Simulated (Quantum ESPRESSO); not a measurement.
GeGaAlS2N2, convergence and cost over cutoff and k mesh

A calculation, not a measurement. The program is pw.x of Quantum ESPRESSO 7.5 (plane-wave density functional theory). The cell is made up: 7 atoms on a zincblende/diamond lattice with one site empty, with randomly drawn elements, strain and displacements, not relaxed. PseudoDojo standard norm-conserving files (v0.5 for PBE, v0.4.1 for LDA and PBEsol) set the functional; there is no spin polarisation, spin-orbit coupling or dispersion term, and the masses in the input are unused placeholders.

Input of the run in row 4:

```
&control calculation='scf', pseudo_dir='./dojo.nc.sr.pbe.v0_5.standard.upf', outdir='./o', disk_io='medium', tprnfor=.true., tstress=.true. /
&system ibrav=0, nat=7, ntyp=5, nbnd=32, ecutwfc=84.00895049, nosym=.true., tot_charge=0,
 occupations='smearing', smearing='fd', degauss=0.0018374661
/
&electrons conv_thr=7.350e-09, electron_maxstep=60, /
ATOMIC_SPECIES
Al 1.0 Al.upf
Ga 1.0 Ga.upf
Ge 1.0 Ge.upf
N 1.0 N.upf
S 1.0 S.upf
CELL_PARAMETERS angstrom
4.9012 -0.0364 -0.0615
-0.0364 4.8657 -0.0228
-0.0615 -0.0228 4.8905
ATOMIC_POSITIONS angstrom
Ge -0.0555 -0.0958 0.0038
Ga 2.4324 -0.031 2.3567
Al 2.3664 2.3357 -0.0537
S 1.1685 1.2194 1.1094
S 1.0665 3.5694 3.6261
N 3.6325 1.1737 3.6037
N 3.6103 3.6288 1.1744
K_POINTS automatic
4 4 4 1 1 1
```

The same cell was run at these settings. Meshes are shifted by half a step, and differences are from the last row, which is itself not exact.

```
cutoff (eV)     k mesh  k points solved  threshold (eV)  free energy less the last row's (eV)  pressure (GPa)  largest stress difference (GPa)  largest force difference (eV/Å)  iterations  wall time (s)  k-point pools              processor
        800  2 x 2 x 2                4           1e-04                                 1.913          -19.08                            22.59                            0.122           9             16              1  AMD EPYC, Zen 5 class
       1143  1 x 1 x 1                1           1e-07                                 6.090           13.17                            10.77                            0.983          16             25              1  AMD EPYC, Zen 5 class
        685  4 x 4 x 4               32           1e-07                                11.447         -103.90                           107.36                            0.097          12            108              1  AMD EPYC, Zen 5 class
       1143  4 x 4 x 4               32           1e-07                                 0.003            3.40                             0.00                            0.002          12            201              1  AMD EPYC, Zen 5 class
       1437  6 x 6 x 6              108           1e-07                                 0.000            3.40                             0.00                            0.000          12            990              1  AMD EPYC, Zen 5 class
```

Each pool is one process. Wall times include start-up and a band step at six k points, which weighs most on the coarsest meshes. The runs were on shared virtual cores whose load varied, so times are rough.